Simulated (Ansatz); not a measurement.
Input file for Ansatz (a quantum-chemistry and plane-wave program):

Ansatz 0.2 input:
```yaml
crystal:
  lattice:
    - [3.8198438908, 0.0, 0.0]
    - [0.0, 3.8198438908, 0.0]
    - [0.0, 0.0, 3.8198438908]
  atoms:
    - { symbol: Cu, position: [0.5, 0.0, 0.0] }
    - { symbol: Cu, position: [0.0, 0.5, 0.0] }
    - { symbol: Cu, position: [0.0, 0.0, 0.5] }
    - { symbol: Pd, position: [0.5, 0.5, 0.5] }
    - { symbol: N, position: [0.0, 0.0, 0.0] }
kpoints:
  mp_grid: { grid: [22, 22, 22] }
hamiltonian:
  xc: pbesol
  pseudopotentials: { kind: paw }
scf:
  occupations: { method: fermi_dirac, width: 0.1 }
elastic: { mode: relaxed_ion, stencil: two_point, amplitude: 0.005, f_tol: 0.0005 }
```

Output (shortened):

```
Pseudopotential: Cu, paw, valence charge 19
Pseudopotential: Pd, paw, valence charge 18
Pseudopotential: N, paw, valence charge 5
Functional definition: PBEsol
Crystal: 5 atoms, lattice volume = 55.736 Å³
Basis set: ecut = 420 eV, 1045 PW (Γ), exchange–correlation on 54×54×54 points (8 copies of the dense FFT grid, shifted against one another)
Bands: 48, of which v1, the nominal top of the filled ones, is band 40 counted from 1 (39 counted from 0)
Symmetry: 48 space group operations
Space group: Pm-3m (ITA 221), of the structure as read, at distance tolerance 3.8e-5 Å
k-points: 364 of 10648
SCF 1 converged in 13 iterations: F = -27051.134554 eV  dr2 = 5.79e-14
Crystal: 5 atoms, lattice volume = 55.457 Å³
Symmetry: 16 space group operations
k-points: 936 of 10648
SCF 2 converged in 14 iterations: F = -27051.133054 eV  dr2 = 7.49e-14
Crystal: 5 atoms, lattice volume = 56.015 Å³
Basis set: ecut = 420 eV, 1061 PW (Γ), exchange–correlation on 54×54×54 points (8 copies of the dense FFT grid, shifted against one another)
SCF 3 converged in 10 iterations: F = -27051.133307 eV  dr2 = 4.68e-14
Crystal: 5 atoms, lattice volume = 55.736 Å³
Symmetry: 8 space group operations
k-points: 1596 of 10648
SCF 4 converged in 10 iterations: F = -27051.134311 eV  dr2 = 7.65e-14
Crystal: 5 atoms, lattice volume = 55.736 Å³
SCF 5 converged in 8 iterations: F = -27051.134311 eV  dr2 = 9.39e-14
SCF converged after 13 iterations
Free energy (F): -27051.134554 eV
Harris-Foulkes:  -27051.134554 eV  (|F-HF|=1.09e-11)
Internal energy: -27051.116184 eV  (E = F + TS)
E sigma→0 (E₀):  -27051.125369 eV
Entropy (-TS):   -0.018369 eV (-3.674 meV/atom)
Fermi energy:    17.585129 eV
--- Per-component energies (eV) ---
  E_band       = -1208.551788
  E_kinetic    = 1545.193457
  E_local      = -14521.553633  (includes V_loc(G=0)·N_el)
  E_nonlocal   = 1441.470423
  E_hartree    = 6326.805618
  E_xc         = -494.511365
  E_vxc        = -633.724298  (∫ρ·V_xc dr)
  E_paw        = -8684.963524  (= ΣΔE_a)
  E_vpaw       = -1693.550177  (= ΣTr[D̂ρ^β])
  E_aug_tail   = 0.001214  (compensation charges beyond the density's cutoff)
  E_ewald      = -12664.507603
  E_core_change = 0.949229  (= ΣΔE_core)
  E_smearing   = -0.018369  (= −TS)
  E_closure    =  0.000000  (closes the sum)
  Σ components = -27051.134554   (vs F -27051.134554, Δ=0.00e0)
--- Forces (eV/Å), atoms counted from 1 ---
  atom   1  Cu     0.00000000     0.00000000     0.00000000
  atom   2  Cu     0.00000000     0.00000000     0.00000000
  atom   3  Cu     0.00000000     0.00000000     0.00000000
  atom   4  Pd     0.00000000     0.00000000     0.00000000
  atom   5  N      0.00000000     0.00000000     0.00000000
  max |Σ_I F_I| component: 0.0 eV/Å
--- Stress (GPa, compression-positive) ---
        0.062434       0.000000       0.000000
        0.000000       0.062434       0.000000
        0.000000       0.000000       0.062434
  P = ⅓ Tr σ = 0.0624 GPa (0.624 kbar)
--- Band table (eV; the first three rows and the last of 364) ---
  k-point 0: bands = ["-95.3913", "-95.3848", "-95.3848", "-66.3261", "-53.1745", "-53.1745", "-53.1745", "-52.7875", "-52.7875", "-52.7875", "-52.7833", "-52.7833", "-52.7833", "-32.1149", "-32.1149", "-32.1149", "0.2320", "10.3650", "12.1567", "12.1567", …
  k-point 1: bands = ["-95.3913", "-95.3848", "-95.3848", "-66.3261", "-53.1745", "-53.1745", "-53.1745", "-52.7875", "-52.7875", "-52.7875", "-52.7834", "-52.7834", "-52.7834", "-32.1150", "-32.1149", "-32.1149", "0.2403", "10.3696", "12.0468", "12.1039", …
  k-point 2: bands = ["-95.3912", "-95.3849", "-95.3848", "-66.3261", "-53.1745", "-53.1745", "-53.1745", "-52.7876", "-52.7874", "-52.7874", "-52.7835", "-52.7835", "-52.7834", "-32.1153", "-32.1149", "-32.1149", "0.2650", "10.3767", "11.8390", "11.9902", …
  k-point 363: bands = ["-95.3870", "-95.3870", "-95.3870", "-66.3257", "-53.2106", "-53.1551", "-53.1551", "-52.8022", "-52.8022", "-52.8022", "-52.7700", "-52.7700", "-52.7700", "-32.1185", "-32.1185", "-32.1185", "1.6010", "9.0290", "9.0290", "9.0290", …
--- Elastic constants: 2 strain directions × 2 members + reference (group order 48) ---
  dense FFT box of the reference and of every strained cell: 27×27×27
  strains applied: 11, 23; error gains: componentwise 1.00 (the most a stress slope's error grows in a printed constant), spectral 1.73 (1 for all six strains …
  C = ∂σ_k/∂η_j (tension-positive GPa; Voigt order 11 22 33 23 13 12):
       317.641    129.159    129.159      0.000      0.000      0.000
       129.159    317.641    129.159      0.000      0.000      0.000
       129.159    129.159    317.641      0.000      0.000      0.000
         0.000      0.000      0.000     57.384      0.000      0.000
         0.000      0.000      0.000      0.000     57.384      0.000
         0.000      0.000      0.000      0.000      0.000     57.384
  reference stress σ⁰ (GPa):     -0.062     -0.062     -0.062      0.000      0.000      0.000
  moduli (Voigt/Reuss/Hill, GPa): K = 191.99/191.99/191.99   G = 72.13/68.03/70.08   E = 187.43   ν = 0.337
  mechanically stable: yes (min eigenvalue of sym C = 57.38 GPa)
  strain η (Voigt 11):  stress-route row diagonal C_11 = 317.64 GPa, energy-path curvature d²(F+E_count+ΔE)/dδ²/Ω₀ = 317.74 GPa
         δ    σ_11 (GPa)             F (eV)   n_scf  n_hpsi   n_pw
    -5.000e-3      -1.6891      -27051.1330543      14  1159668   1108   relax 0 steps, max|allowed force component| 0.0 eV/Å
     5.000e-3       1.4874      -27051.1333070      10  855605   1120   relax 0 steps, max|allowed force component| 0.0 eV/Å
  strain η (Voigt 23):  stress-route row diagonal C_44 = 57.38 GPa, energy-path curvature d²(F+E_count+ΔE)/dδ²/Ω₀ = 57.55 GPa
         δ    σ_23 (GPa)             F (eV)   n_scf  n_hpsi   n_pw
    -5.000e-3      -0.2869      -27051.1343106      10  1553527   1110   relax 0 steps, max|allowed force component| 0.0 eV/Å
     5.000e-3       0.2869      -27051.1343106       8  1345128   1110   relax 0 steps, max|allowed force component| 0.0 eV/Å
```

Cost: roughly 12 core-minutes on shared cores.

The workflow started from a Materials Project entry (that database holds measured and hypothetical structures alike); the Crystallography Open Database copy checked does not list it. Whether it is the stable phase at ambient conditions was not checked. The cell was relaxed with PBEsol under the symmetry of its start; whether a distortion lowers the energy is not shown. The run is not spin-polarised. As this level gives no gap, shear constants depend on the k-mesh and smearing (Fermi–Dirac, 0.1 eV here). Scalar-relativistic: spin–orbit coupling is off unless named, which matters more the heavier the elements.

Potentials: the later of the program's two PAW sets.

Ansatz is a plane-wave DFT program.
